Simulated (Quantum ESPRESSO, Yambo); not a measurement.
CaTiO$_{3}$ (space group I4/mcm, No. 140). The geometry is that of Materials Project entry mp-3442, symmetrised and not relaxed again. Chain: LDA (pw.x of Quantum ESPRESSO, ONCV potentials, scalar-relativistic); G0W0 in Yambo (4×4×4 Γ-centred k mesh, bands 3 to 141 and a 6 Ry block in the screening, 141 bands in G with the Bruneval-Gonze terminator, plasmon pole fitted at 27.2 eV); BSE (6×6×6 mesh, 11 valence and 6 conduction bands, static screening with 81 bands and a 3 Ry block, scissor 1.73 eV, Tamm-Dancoff).

```yaml
LDA gap (dense path): 2.30 eV
LDA gap (0, 0, 0.25) → (0, 0, 0.25) on the GW mesh: 2.30 eV
LDA smallest direct gap on the GW mesh, at (0, 0, 0.25): 2.30 eV
G0W0 direct gap at that point: 4.02 eV
G0W0 correction to the gap (0, 0, 0.25) → (0, 0, 0.25): 1.72 eV
direct gap on the BSE mesh, with the scissor: 4.03 eV
first BSE state allowed for light along x: 3.85 eV
lowest BSE state: 3.65 eV
binding_of_the_lowest_exciton: 0.37 eV
```

Rough cost of the Yambo steps against G0W0 for 12 states: BSE within a factor of two.

Nearest settings tried, and what they do to the gap: 2 Ry block (35 vectors against 181): +1127 meV. Not varied: bands in G, bands in W, mesh. So the settings aren't converged at that level. Among the k points computed, the smallest G0W0 gap is 3.99 eV, (0, 0, 0.25) → Γ. The BSE states are vertical excitations (zero momentum). On a 4×4×4 mesh the exciton binding is 0.43 eV, so it isn't converged. Axes are Cartesian, with cell vectors (Å) (-2.69, 2.69, 3.90), (2.69, -2.69, 3.90), (2.69, 2.69, -3.90).

This is not the ordinary phase of the substance.
